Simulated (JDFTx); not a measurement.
TiAl(100) slab cut from bulk TiAl (space group P4/mmm, indices of the conventional cell, lattice of the Materials Project entry mp-1953, not re-optimised): 5 atoms in 5 planes, a 1x1 cell of 11.43 Å² (|a| = 2.811, |b| = 4.066 Å), 5.4 Å between the outermost planes, Ti outermost, slab composition Ti3Al2, cell height 21.6 Å, 8×6×1 k mesh, Fermi smearing 0.01 Ha, no spin polarisation. Whether this polymorph is the ambient one wasn't checked. Neither spin polarisation nor a larger cell was tried.

Method: PBE, GBRV ultrasoft potentials, plane waves to 20/100 Ha, in JDFTx (a modified build). Liquid on both sides: SCCS (g09 parameters), water, 1 M NaF; nuclei fixed. 

Charging data:

```
U − U_pzc (V)  σ (μC/cm²)
-------------  ----------
-0.41               -8.60
-0.21               -5.51
0.00                 0.00
```

A calculation by hand: a check of Lippmann's equation. The grand free energy per area against the neutral slab, Δγ = [F(N) − F(N₀) − μ(N − N₀)]/2A, is taken from the total energies of the same runs.

| U − U_pzc (V) | Δγ (mJ/m²) |
|---|---|
| -0.41 | -21.1 |
| -0.21 | -6.8 |
| 0.00 | 0.0 |

Δγ is largest at zero charge and falls away from it, as dγ/dU = −σ demands. At -0.41 V the computed -21.1 mJ/m² stands beside -17.8 mJ/m² from the constant-capacitance formula.
